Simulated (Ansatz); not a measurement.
Na3HfScSi2SO12: Quadrupolar parameters

The cell is a computed structure from the Materials Project (it need not be an observed phase), taken as it stands.

```
CELL_PARAMETERS angstrom
7.92168 -4.56593 0.00000
7.92168 4.56593 0.00000
-5.32891 0.00000 7.57223
ATOMIC_POSITIONS crystal
Na 0.74358 0.87164 0.72735
Na 0.09871 0.23997 0.73255
Na 0.87164 0.74358 0.22735
Na 0.23997 0.09871 0.23255
Na 0.96434 0.49884 0.48389
Na 0.49884 0.96434 0.98389
Hf 0.14339 0.66354 0.94154
Hf 0.66354 0.14339 0.44154
Sc 0.84611 0.35803 0.05666
Sc 0.35803 0.84611 0.55666
Si 0.75341 0.54925 0.76120
Si 0.05009 0.96012 0.75649
Si 0.96012 0.05009 0.25649
Si 0.54925 0.75341 0.26120
S 0.45516 0.25306 0.74768
S 0.25306 0.45516 0.24768
O 0.79468 0.52365 0.94069
O 0.01296 0.13283 0.92893
O 0.61314 0.28365 0.90126
O 0.13283 0.01296 0.42893
O 0.52365 0.79468 0.44069
O 0.28365 0.61314 0.40126
O 0.22105 0.47381 0.08263
O 0.98961 0.86787 0.08040
O 0.36787 0.71909 0.09266
O 0.86787 0.98961 0.58040
O 0.47381 0.22105 0.58263
O 0.71909 0.36787 0.59266
O 0.09543 0.43674 0.23916
O 0.93984 0.22622 0.23586
O 0.73645 0.59173 0.24189
O 0.22622 0.93984 0.73586
O 0.43674 0.09543 0.73916
O 0.59173 0.73645 0.74189
O 0.93766 0.55263 0.76629
O 0.06221 0.77749 0.76603
O 0.28674 0.40739 0.76684
O 0.77749 0.06221 0.26603
O 0.55263 0.93766 0.26629
O 0.40739 0.28674 0.26684
```

Atoms are numbered from 1 in the order listed; like atoms form one site, named after its first atom.

All values are calculated (Ansatz; DFT, r2SCAN, plane waves and PAW, scalar-relativistic, 500 eV cutoff, Γ-centred 3×3×3 k-points, Fermi–Dirac smearing 0.02 eV), not measured.

Conventions: |V_zz| ≥ |V_yy| ≥ |V_xx|, η = (V_xx − V_yy)/V_zz, C_Q = eQV_zz/h. Directions are in the Cartesian axes of the cell vectors above, for the atom listed; none is given where the gradient is under 0.02 or η is above 0.95.

Question: Give the quadrupolar parameters of the distinct sites.

Answer: 

```
site  first atom                                                              first shell  V_zz (10²¹ V/m²)     η  direction of V_zz (x, y, z)
 Na1           1                              5 O at 2.36–2.65 Å; also 2 O at 2.91–2.92 Å             -1.23  0.71              0.80 -0.50 0.32
 Na2           2         8 O at 2.39–2.97 Å; also 2 Si at 2.93–3.03 Å, 2 O at 3.22–3.36 Å             -1.82  0.24               0.46 0.87 0.16
 Na5           5                                                       6 O at 2.36–2.87 Å             -1.32  0.60              0.04 -0.08 1.00
  Hf           7                                                       6 O at 1.97–2.31 Å             -31.1  0.35              0.69 -0.40 0.60
  Sc           9                                                       6 O at 2.02–2.27 Å              7.11  0.30              0.69 -0.36 0.63
Si11          11                                                       4 O at 1.62–1.68 Å              1.97  0.94              0.85 -0.26 0.46
Si12          12                                                       4 O at 1.62–1.67 Å              2.16  0.68             -0.26 -0.67 0.70
   S          15                                                       4 O at 1.47–1.50 Å             -0.66  0.58              0.89 -0.02 0.45
 O17          17          1 Si at 1.62 Å, 1 Sc at 2.02 Å, angle 148°; also 1 Na at 2.41 Å              4.76  0.23             -0.54 -0.26 0.80
 O18          18     1 Si at 1.63 Å, 1 Sc at 2.05 Å, angle 152°; also 2 Na at 2.59–2.97 Å              4.79  0.17               0.13 0.62 0.77
 O19          19           1 S at 1.47 Å, 1 Sc at 2.12 Å, angle 158°; also 1 Na at 3.09 Å             13.84  0.09              0.45 -0.43 0.78
 O23          23                  1 S at 1.49 Å; also 1 Hf at 2.31 Å, 2 Na at 2.86–3.34 Å             14.79  0.09             -0.55 -0.18 0.82
 O24          24     1 Si at 1.67 Å, 1 Hf at 1.97 Å, angle 151°; also 3 Na at 2.91–3.22 Å              5.05  0.23               0.16 0.64 0.75
 O25          25          1 Si at 1.65 Å, 1 Hf at 1.98 Å, angle 163°; also 1 Na at 2.84 Å              4.75  0.29              0.52 -0.44 0.73
 O29          29  1 S at 1.49 Å, 1 Sc at 2.27 Å, 1 Na at 2.53 Å; also 2 Na at 2.66–2.76 Å             14.50  0.06              0.91 -0.42 0.02
 O30          30                 1 Si at 1.62 Å, 1 Sc at 2.12 Å; also 2 Na at 2.39–2.42 Å              5.44  0.13              0.86 0.49 -0.09
 O31          31      1 Si at 1.63 Å, 1 Sc at 2.10 Å, 1 Na at 2.36 Å; also 1 Na at 2.36 Å              5.54  0.47              -0.21 0.97 0.08
 O35          35                 1 Si at 1.68 Å, 1 Hf at 2.10 Å; also 3 Na at 2.41–2.65 Å              5.18  0.07              0.86 -0.51 0.11
 O36          36     1 Si at 1.66 Å, 1 Hf at 2.00 Å, angle 141°; also 2 Na at 2.47–2.73 Å              5.38  0.16              0.85 0.51 -0.12
 O37          37      1 S at 1.50 Å, 1 Hf at 2.25 Å, angle 149°; also 2 Na at 2.65–2.87 Å             14.75  0.11              -0.17 0.98 0.12
```

At O17, O18, O24, O25, O30 and O35 and others V_zz points along the shorter of its two bonds, to Si (within 5°) in each case. At O19 and O37 V_zz points along the shorter of its two bonds, to S (within 3°) in each case. At O23 V_zz points along its bond to S (within 3°).

The largest force is 0.7 eV/Å, so the atoms aren't at the calculated equilibrium and relaxing them would move these values. Without spin–orbit coupling the gradients at and beside Hf can be off by some per cent, at some sites by more. Where η is near 1 the sign of V_zz means little.
